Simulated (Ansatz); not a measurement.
GaCu3: why energy differences converge before total energies

The calculation used Ansatz 0.2.0, DFT PBEsol, scalar-relativistic, plane waves, PAW.

```
CELL_PARAMETERS angstrom
3.64539 0.00000 0.00000
0.00000 3.64539 0.00000
0.00000 0.00000 3.64539
ATOMIC_POSITIONS crystal
Ga 0.00000 0.00000 0.00000
Cu 0.50000 0.00000 0.50000
Cu 0.50000 0.50000 0.00000
Cu 0.00000 0.50000 0.50000
```

| Quantity | Value |
| --- | --- |
| Γ-centred k-mesh | 12×12×12 |
| occupation rule | Gaussian smearing, 0.1 eV |
| spin treatment | unpolarised |

A second cell has all atoms moved and the lattice slightly strained:

```yaml
crystal:
  lattice:
    - [3.63627, 0.03300, 0.00707]
    - [0.03300, 3.68399, 0.00848]
    - [0.00707, 0.00848, 3.61709]
  atoms:
    - { symbol: Ga, position: [0.98762, 0.99897, 0.99713] }
    - { symbol: Cu, position: [0.49182, 0.99911, 0.48165] }
    - { symbol: Cu, position: [0.48518, 0.50125, 0.00895] }
    - { symbol: Cu, position: [0.99798, 0.48033, 0.50043] }
```

It ran on a 8×8×8 mesh, another than the first cell's, which shifts the difference by nearly the same amount at every cutoff. Both were run at several values of the cutoff; energies per atom at zero smearing, errors against the largest value (420 eV), which isn't proved converged itself.

| cutoff | error, first cell (meV) | error, second cell (meV) |
| --- | --- | --- |
| 250 eV | 2279.44 | 2273.19 |
| 300 eV | 244.92 | 245.28 |
| 350 eV | 12.33 | 12.54 |

Problem. At the largest value the second cell lies 11.41 meV/atom above the first. What is the error of that difference at each value, and where does each quantity come within 1 meV/atom?

Solution. The error of the difference is the second cell's error less the first's:
| cutoff | difference (meV) | its error (meV) |
| --- | --- | --- |
| 250 eV | 5.16 | -6.25 |
| 300 eV | 11.76 | 0.35 |
| 350 eV | 11.62 | 0.21 |

No value below the largest brings the first cell's total energy within 1 meV/atom, while the difference is there from 300 eV on. Most of the error cancels, by a factor of about 365 in the median. A missing short wave mostly misdescribes the region near each nucleus, which both cells share; what doesn't cancel comes largely from the change of volume and bonding.

1 further run of this set isn't shown.